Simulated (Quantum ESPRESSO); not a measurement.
# Where does Ge sit best among Ga sites?

These are calculations, not measurements. They come from pw.x of Quantum ESPRESSO 7.5, a plane-wave density functional program, with PseudoDojo standard norm-conserving files (v0.5 for PBE, v0.4.1 for LDA and PBEsol). The cells are made up: elements, strain and atom displacements were drawn at random, and nothing was relaxed. There is no spin polarisation, spin-orbit coupling or dispersion term.

The cell has 8 sites of a zincblende or diamond lattice. Sites 1 to 4 hold X X X X; sites 5 to 8 hold P P P P. Cell vectors in Å: (5.436, 0.021, 0.076); (0.021, 5.382, 0.014); (0.076, 0.014, 5.373). Settings: PBE, cutoff 1088 eV, 6 x 6 x 6 k mesh shifted by half a step, Fermi-Dirac smearing of 0.1 eV.

In each run one of the sites marked X holds Ge and the others hold Ga; cell and positions stay the same. E is the free energy of the cell.

```
site of the guest  first shell  mean distance (Å)  E above the lowest (eV)  P (GPa)  force on the guest (eV/Å)
                1           P4              2.366                    0.000     6.78                      1.005
                2           P4              2.310                    0.065     6.68                      0.281
                3           P4              2.356                    0.016     6.76                      1.052
                4           P4              2.320                    0.048     6.71                      0.701
```

A rerun of one of these cells at 1377 eV and k mesh 8 x 8 x 8 moved values by no more than 0.005 eV in the cell's energy, 0.04 GPa in stress and 0.012 eV/Å in force.

## Reading the table

Site 1 is lowest, by 0.016 eV, over three times the rerun's bound. A straight line of energy against the mean distance has a slope of -1.1 ± 0.1 eV/Å, so the guest costs less on the roomier sites. The positions are random and not relaxed, so the differences hold for this frozen cell and are not site preferences of a real crystal.